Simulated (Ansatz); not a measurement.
SiRh:
```xyz
8
Lattice="4.6724 0.0000 0.0000 0.0000 4.6724 0.0000 0.0000 0.0000 4.6724" Properties=species:S:1:pos:R:3 pbc="T T T"
Si     0.7376     1.5986     3.0738
Si     1.5986     3.0738     0.7376
Si     3.0738     0.7376     1.5986
Si     3.9348     3.9348     3.9348
Rh     3.9596     3.0490     1.6234
Rh     3.0490     1.6234     3.9596
Rh     1.6234     3.9596     3.0490
Rh     0.7128     0.7128     0.7128
```

Relaxed with PBEsol. Special points in fractions of this cell's reciprocal vectors: Γ (0.000, 0.000, 0.000); X (0.000, 0.500, 0.000); M (0.500, 0.500, 0.000); R (0.500, 0.500, 0.500); X1 (0.500, 0.000, 0.000).

Question: List the band energies nearest the Fermi level at these points for PBEsol with spin–orbit coupling in the plane-wave PAW code Ansatz.

Answer: In eV from the Fermi level; about four levels below and three above (degenerate sets whole), none deeper than 8.9 eV; points with the same levels are listed once.

```json
[
 {"k": "Γ", "below": "-1.37 -1.37 -1.37 -1.37 -0.02 -0.02", "above": "0.09 0.09 0.09 0.09"},
 {"k": "X", "below": "-0.78 -0.78 -0.66 -0.66", "above": "1.49 1.49 1.51 1.51"},
 {"k": "M", "below": "-0.01 -0.01 -0.01 -0.01", "above": "0.64 0.64 0.64 0.64"},
 {"k": "R", "below": "-0.45 -0.45 -0.45 -0.45 -0.45 -0.45", "above": "4.13 4.13 4.24 4.24 4.24 4.24 4.24 4.24"}
]
```

Space group P2_13. The first step of the workflow began from a Materials Project structure, measured or hypothetical; the Crystallography Open Database copy checked does not list it. COD files the formula under space group No. 14, so this cell is another polymorph or a model. Whether it is the stable phase at ambient conditions was not checked. The PBEsol relaxation kept the symmetry of its start; its stability against distortions is not shown here. The run is not spin-polarised.

Potentials: the later of the program's two PAW sets.
